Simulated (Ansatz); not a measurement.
## Structure relaxation, VSi2

The start is a generated cell, VSi2 built in the AFLOW prototype A2B_oP12_62_2c_c (C23, as in PbCl2). The cell and all atomic positions are relaxed at zero pressure with r2SCAN (plane waves to 500 eV, PAW, scalar-relativistic; Ansatz, an electronic-structure program). The first steps use a coarse 3×5×3 k-mesh.

Starting cell:
```yaml
crystal:
  lattice:
    - [6.07005, 0.00000, 0.00000]
    - [0.00000, 3.61173, 0.00000]
    - [0.00000, 0.00000, 7.20498]
  atoms:
    - { symbol: V, position: [0.73770, 0.25000, 0.59590] }
    - { symbol: V, position: [0.23770, 0.25000, 0.90410] }
    - { symbol: V, position: [0.26230, 0.75000, 0.40410] }
    - { symbol: V, position: [0.76230, 0.75000, 0.09590] }
    - { symbol: Si, position: [0.62500, 0.25000, 0.92170] }
    - { symbol: Si, position: [0.12500, 0.25000, 0.57830] }
    - { symbol: Si, position: [0.37500, 0.75000, 0.07830] }
    - { symbol: Si, position: [0.87500, 0.75000, 0.42170] }
    - { symbol: Si, position: [0.52020, 0.25000, 0.33700] }
    - { symbol: Si, position: [0.02020, 0.25000, 0.16300] }
    - { symbol: Si, position: [0.47980, 0.75000, 0.66300] }
    - { symbol: Si, position: [0.97980, 0.75000, 0.83700] }
```
Spin-polarised start, with parallel moments on V.

What is the largest force in the starting geometry, and on which atom (counted from 1)?

About 3.7 eV/Å, on V1, V2, V3, V4 (atoms numbered as listed).

How much energy is released per atom?

0.79 eV/atom.

How does the volume change?

+1.8 %, from 13.16 to 13.40 Å³/atom.

How do the shortest distances between atoms change?

The closest pairs of elements (up to four, under 3.6 Å), start → end: Si–V 2.29 → 2.45 Å; Si–Si 2.61 → 2.40 Å; V–V 3.61 → 3.23 Å.

What band gap does the relaxed structure have at this level?

Zero (metallic).

What magnetic moments remain?

Zero (the starting moments vanished).

The space group stays Pnma (No. 62) (the run could not lower it), with 12 atoms in the primitive cell. Final values are on a 6×12×5 k-mesh of the relaxed cell. No spin polarisation in the result: the starting moments vanished.

The run could not lose the symmetry of its start: the end is stationary, and may be a saddle point rather than a minimum.

The relaxed structure here is a generated cell of VSi2: the first start was made by placing the elements on the sites of a structure type, and the end was not matched to a known phase here, so it may be hypothetical.
